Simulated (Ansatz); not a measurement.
CaP:
```cif
data_Ca6P6
_chemical_formula_sum 'Ca6 P6'
_space_group_name_H-M_alt 'P 1'
_space_group_IT_number 1
_cell_length_a 7.63649
_cell_length_b 7.63649
_cell_length_c 5.72400
_cell_angle_alpha 90.000
_cell_angle_beta 90.000
_cell_angle_gamma 120.000
loop_
_space_group_symop_operation_xyz
  'x, y, z'
loop_
_atom_site_label
_atom_site_type_symbol
_atom_site_fract_x
_atom_site_fract_y
_atom_site_fract_z
_atom_site_occupancy
Ca1 Ca 0.00000 0.64281 0.50000 1
Ca2 Ca 0.64281 0.00000 0.50000 1
Ca3 Ca 0.35719 0.35719 0.50000 1
Ca4 Ca 0.00000 0.30834 0.00000 1
Ca5 Ca 0.30834 0.00000 0.00000 1
Ca6 Ca 0.69166 0.69166 0.00000 1
P1 P 0.66667 0.33333 0.20077 1
P2 P 0.66667 0.33333 0.79923 1
P3 P 0.33333 0.66667 0.20077 1
P4 P 0.33333 0.66667 0.79923 1
P5 P 0.00000 0.00000 0.69585 1
P6 P 0.00000 0.00000 0.30415 1
```

Relaxed with r²SCAN. r²SCAN (plane waves, PAW; program Ansatz) gives a gap of 0.61 eV.

Q: What gap does HSE06 give on the same cell (Ansatz, PAW)?

A: 0.99 eV, 0.38 eV more. The hybrid was solved on a coarser mesh and at special points; its gap is the smallest among all of these.

```csv
k,v1 r²SCAN,c1 r²SCAN,v1 HSE06,c1 HSE06
Γ,0.00,1.59,(withheld),(withheld)
A,-1.06,0.61,-1.15,0.99
K,-0.76,0.95,-0.81,1.31
H,-0.94,0.86,(withheld),(withheld)
M,-0.68,0.81,(withheld),(withheld)
L,-1.05,0.81,(withheld),(withheld)
```

Q: Top valence (v1) and lowest conduction level (c1) in eV from each method's valence maximum (which need not be a listed point): supply the withheld HSE06 values.

A: 
- L, v1 HSE06: -1.16
- L, c1 HSE06: 1.24
- Γ, v1 HSE06: 0.00
- Γ, c1 HSE06: 1.82
- M, v1 HSE06: -0.73
- M, c1 HSE06: 1.15
- H, v1 HSE06: -1.04
- H, c1 HSE06: 1.29

Cost on shared cores: the r²SCAN run (SCF on a 4×4×5 mesh, then bands and DOS) very roughly 7 core-minutes, the HSE06 run (SCF on 3×3×3, then a few points) very roughly 6 core-minutes; the tasks are unlike.

Space group P-62m. The first step of the workflow began from a Materials Project structure, measured or hypothetical; the Crystallography Open Database copy checked does not list it. Its standing as an ambient phase is unchecked. The cell was relaxed with r²SCAN under the symmetry of its start; its stability against distortions is not shown here.

Potentials: the later of the program's two PAW sets.
